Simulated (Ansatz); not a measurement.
BAs:
```
BAs
1.0
    0.00000     2.36615     2.36615
    2.36615     0.00000     2.36615
    2.36615     2.36615     0.00000
As B
1 1
Cartesian
  3.54922   3.54922   3.54922
  0.00000   0.00000   0.00000
```

Tensor components refer to the Cartesian frame of this cell.

### Question
Give the high-frequency dielectric tensor and the Born effective charge tensors of the independent atoms from DFPT, DFT-LDA in the program Ansatz with PAW potentials.

### Answer

ε∞:
```
9.66  0.00  0.00
0.00  9.66  0.00
0.00  0.00  9.66
```
Z* of atom 1 (As), rows: field, columns: displacement, in e:
```
0.54  0.00  0.00
0.00  0.54  0.00
0.00  0.00  0.54
```
Z* of atom 2 (B), rows: field, columns: displacement, in e:
```
-0.54   0.00   0.00
 0.00  -0.54   0.00
 0.00   0.00  -0.54
```

Space group F-43m (zinc blende). The LDA relaxation kept the symmetry of its start. Scalar-relativistic: spin–orbit coupling is off unless named, which matters more the heavier the elements.

Potentials: the later of the program's two PAW sets.
